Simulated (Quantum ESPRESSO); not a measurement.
## Different elements on one site among Ag Pd Rh Sn

All numbers below are calculated, not measured. They come from Quantum ESPRESSO 7.5, a public plane-wave density functional program. Each row is one single-point run on a made-up periodic cell of eight metal atoms, with elements, volume, strain and displacements drawn at random and not relaxed, so a cell may be unstable or far from any real phase. There is no spin polarisation or spin-orbit coupling.

Settings: PBE unless stated; PseudoDojo standard norm-conserving files; Fermi-Dirac width 0.25 eV, which means electrons at about 2900 K; cutoff 1197 eV; 5 x 5 x 4 k mesh shifted half a step off Gamma. E is the free energy of the whole cell (internal energy minus TS), so a -TS column is already part of it. Stress is positive in tension, and the pressure P is minus a third of its trace.

Checks: one run of this series was repeated at a higher cutoff and on a denser mesh, which moved values by no more than 0.002 eV, 0.03 GPa and 0.006 eV/Å, and a second program with other atomic files agreed on it to 2 % rms in force and 0.5 GPa in pressure. Known limits: the tin pseudopotential is less sure than most, with forces differing by about three percent from a second method on plain tin; heavy elements are run without spin-orbit coupling, which real alloys of them have; a spin test at this wide smearing found no moment, but such smearing suppresses magnetism that the real alloy may have.

The lattice is hexagonal close-packed, and the cell vectors in Å are (4.558, -2.588, -0.012); (-3.061, -0.061, -4.745); (3.138, 5.348, 0.018), a volume of 154.27 Å³. The elements on sites 1 to 8 are Pd Ag Pd Sn X Sn Ag Rh. The runs change X and keep the cell and the displaced positions. The column v is a rough volume for each atom of the pure element, close to PBE values, from general knowledge and not from these runs. Energies are left out, as each element's file has its own zero.

```
run   X  v (Å³)  -TS (eV)  force on X (eV/Å)  rms force (eV/Å)  P (GPa)
  1  Ru    13.8    -1.562              0.634             0.432    -8.50
  2  Ta    18.3    -1.112              1.763             0.706    -6.10
  3  Li    20.3    -0.996              0.537             0.460    -6.38
  4  In    27.5    -0.903              1.774             0.730    -1.48
  5  Ga    19.0         ?                  ?                 ?        ?
```

## Worked fit

A straight line through the runs shown gives P = -15.7 + 0.507 v GPa with v in Å³, an error of 0.077 on the slope and a scatter of 0.76 GPa. At this fixed volume the pressure tends to rise with the size of X.

## Withheld run

Question: what pressure should run 5, with Ga, give?

The fit gives -6.07 ± 0.85 GPa. The calculation gave -5.29 GPa.
